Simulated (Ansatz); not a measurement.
A relaxation computed with Ansatz, from input to last step.

```yaml
crystal:
  lattice:
    - [3.1096823365, 0.0, 0.0]
    - [-1.5548411683, 2.6930639011, 0.0]
    - [0.0, 0.0, 12.4519071028]
  atoms:
    - { symbol: Mo, position: [0.3333333333, 0.6666666667, 0.25] }
    - { symbol: Mo, position: [0.6666666667, 0.3333333333, 0.75] }
    - { symbol: S, position: [0.3333333333, 0.6666666667, 0.6260586372] }
    - { symbol: S, position: [0.6666666667, 0.3333333333, 0.1260586372] }
    - { symbol: S, position: [0.3333333333, 0.6666666667, 0.8739413628] }
    - { symbol: S, position: [0.6666666667, 0.3333333333, 0.3739413628] }
basis:
  ecutwfc: 420
kpoints:
  mp_grid: { grid: [12, 12, 4] }
hamiltonian:
  xc: pbesol
scf:
  occupations: { method: gaussian, width: 0.02 }
output:
  forces: true
  stress: true
  eigenvalues: true
relax:
  adjacent_minimum: "off"
  f_tol: 0.01
  max_steps: 30
  cell: { stress_tol: 0.1, fix: [volume] }
```

```bash
ansatz run input.yaml --threads 2 --pin off --max-ram 5120MiB --backend cpu --events-out ev --progress --plain --runs-dir out
```

These are results of DFT PBEsol, scalar-relativistic, plane waves, PAW (Ansatz), not measurements.

The volume is held at 0.97 times that of the relaxed cell.

Of 5 frames 4 are shown, positions in Å and forces in eV/Å; the SCF threshold varies from step to step. Steps run on the plane waves of an earlier cell, with a Pulay correction in the pressure. The basis is chosen afresh for the last frame, the zero of the energies, and at times for earlier ones too; energy and pressure step there, also at an unchanged geometry.

```xyz
6
Lattice="3.1097 0.0000 0.0000 -1.5548 2.6931 0.0000 0.0000 0.0000 12.4519" Properties=species:S:1:pos:R:3:forces:R:3 pbc="T T T" step=1 free_energy_over_end_meV_per_atom=6.91 pressure_GPa=5.00
Mo    0.0000    1.7954    3.1130    0.0000    0.0000    0.0000
Mo    1.5548    0.8977    9.3389    0.0000    0.0000    0.0000
S     0.0000    1.7954    7.7956    0.0000    0.0000   -0.5374
S     1.5548    0.8977    1.5697    0.0000    0.0000   -0.5374
S     0.0000    1.7954   10.8822    0.0000    0.0000    0.5374
S     1.5548    0.8977    4.6563    0.0000    0.0000    0.5374
6
Lattice="3.1409 0.0000 0.0000 -1.5705 2.7201 0.0000 0.0000 0.0000 12.2052" Properties=species:S:1:pos:R:3:forces:R:3 pbc="T T T" step=2 free_energy_over_end_meV_per_atom=0.25 pressure_GPa=0.12
Mo    0.0000    1.8134    3.0513    0.0000    0.0000    0.0000
Mo    1.5705    0.9067    9.1539    0.0000    0.0000    0.0000
S     0.0000    1.8134    7.5929    0.0000    0.0000    0.0704
S     1.5705    0.9067    1.4903    0.0000    0.0000    0.0704
S     0.0000    1.8134   10.7150    0.0000    0.0000   -0.0704
S     1.5705    0.9067    4.6123    0.0000    0.0000   -0.0704
6
Lattice="3.1325 0.0000 0.0000 -1.5663 2.7128 0.0000 0.0000 0.0000 12.2711" Properties=species:S:1:pos:R:3:forces:R:3 pbc="T T T" step=3 free_energy_over_end_meV_per_atom=0.02 pressure_GPa=0.79
Mo    0.0000    1.8086    3.0678    0.0000    0.0000    0.0000
Mo    1.5663    0.9043    9.2033    0.0000    0.0000    0.0000
S     0.0000    1.8086    7.6413    0.0000    0.0000    0.0246
S     1.5663    0.9043    1.5058    0.0000    0.0000    0.0246
S     0.0000    1.8086   10.7653    0.0000    0.0000   -0.0246
S     1.5663    0.9043    4.6298    0.0000    0.0000   -0.0246
6
Lattice="3.1342 0.0000 0.0000 -1.5671 2.7143 0.0000 0.0000 0.0000 12.2576" Properties=species:S:1:pos:R:3:forces:R:3 pbc="T T T" step=5 free_energy_over_end_meV_per_atom=0.00 pressure_GPa=0.84
Mo    0.0000    1.8096    3.0644    0.0000    0.0000    0.0000
Mo    1.5671    0.9048    9.1932    0.0000    0.0000    0.0000
S     0.0000    1.8096    7.6332    0.0000    0.0000   -0.0024
S     1.5671    0.9048    1.5044    0.0000    0.0000   -0.0024
S     0.0000    1.8096   10.7531    0.0000    0.0000    0.0024
S     1.5671    0.9048    4.6243    0.0000    0.0000    0.0024
```

The run took 23 s on 2 threads of Arm Neoverse V2, on a shared host, peak memory 0.45 GiB.

The cell holds layers, and where no dispersion correction was added their binding is poorly described.